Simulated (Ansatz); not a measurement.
## TaGa3: how the plane-wave cutoff moves the results

Computed with Ansatz, DFT PBEsol, scalar-relativistic, plane waves, PAW.

```cif
data_structure
_symmetry_space_group_name_H-M 'P 1'
_symmetry_Int_Tables_number 1
_cell_length_a 5.1132
_cell_length_b 5.1132
_cell_length_c 5.1132
_cell_angle_alpha 136.421
_cell_angle_beta 136.421
_cell_angle_gamma 63.330
_cell_volume 62.71
loop_
_atom_site_label
_atom_site_type_symbol
_atom_site_fract_x
_atom_site_fract_y
_atom_site_fract_z
_atom_site_occupancy
Ta1 Ta 0.00000 0.00000 0.00000 1
Ga1 Ga 0.75000 0.25000 0.50000 1
Ga2 Ga 0.25000 0.75000 0.50000 1
Ga3 Ga 0.50000 0.50000 0.00000 1
```

```json
{
  "Γ-centred k-mesh": "16×16×16",
  "occupation rule": "Gaussian smearing, 0.1 eV",
  "spin treatment": "unpolarised",
  "valence charge of the PAW sets": "Ta 13, Ga 13"
}
```

The atoms stay fixed while the plane-wave cutoff is varied. ΔE is the energy extrapolated to zero smearing, less that of the reference run (500 eV). The cell isn't necessarily relaxed at this level. Spin–orbit coupling is left out. Pressure is positive in compression and holds a correction for the finite cutoff (Pulay stress).

Q: One run gave ΔE = 6.63 meV/atom and P = -2.44 GPa. Which plane-wave cutoff did it use, of 250, 300, 350, 420?

A: 350 eV. All runs:

| cutoff (eV) | ΔE (meV/atom) | P (GPa) | plane waves at Γ |
| --- | --- | --- | --- |
| 250 | 994 | 0.10 | 559 |
| 300 | 91.8 | -1.95 | 737 |
| 350 | 6.63 | -2.44 | 925 |
| 420 | 0.96 | -2.46 | 1227 |
| 500 | 0.00 | -2.46 | 1603 |